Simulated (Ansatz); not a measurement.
The start is a relaxed ZnSiP2 cell with one Zn and one P atom exchanged in a cell of 8 atoms. The cell and all atomic positions are relaxed at zero pressure with PBEsol (plane waves to 420 eV, PAW, scalar-relativistic; Ansatz, an electronic-structure program). The first steps use a coarse 5×5×6 k-mesh.

Input geometry:
```
CELL_PARAMETERS angstrom
     -2.67663     2.67663     5.22239
      2.67663    -2.67663     5.22239
      2.67663     2.67663    -5.22239
ATOMIC_POSITIONS crystal
  Zn 0.75000 0.25000 0.50000
  P  0.00000 0.00000 0.00000
  Si 0.25000 0.75000 0.50000
  Si 0.50000 0.50000 0.00000
  P  0.13953 0.12500 0.51453
  Zn 0.61047 0.62500 0.48547
  P  0.37500 0.86047 0.98547
  P  0.87500 0.38953 0.01453
```

Q: How much energy is released per atom?

A: 0.15 eV/atom.

Q: Is the parent structure recovered?

A: It does not go back: it is caught in P1 (No. 1), 0.227 eV/atom above the parent.

Q: Is the relaxed structure metallic? Give its gap.

A: 0.68 eV, indirect (valence top at k = (0.4286, 0.2857, -0.3333), conduction bottom at Z) (no spin-orbit coupling).

Q: Write out the relaxed structure.

A: 
```
CELL_PARAMETERS angstrom
      5.12094     0.00000     0.00000
     -1.60057     5.49968     0.00000
     -1.04843    -2.58431     5.44150
ATOMIC_POSITIONS crystal
  Zn 0.81878 0.37829 0.13451
  P  0.01622 0.03750 0.97009
  Si 0.24425 0.54053 0.78627
  Si 0.49425 0.98894 0.49165
  P  0.13581 0.77857 0.13177
  Zn 0.62496 0.70420 0.64075
  P  0.36306 0.20573 0.83776
  P  0.80265 0.36624 0.50719
```

Final values are on a 7×7×6 k-mesh of the relaxed cell. No spin polarisation in the result.

The relaxed structure here is a generated cell of ZnSiP2: the first start was made by placing the elements on the sites of a structure type, and the end was not matched to a known phase here, so it may be hypothetical.
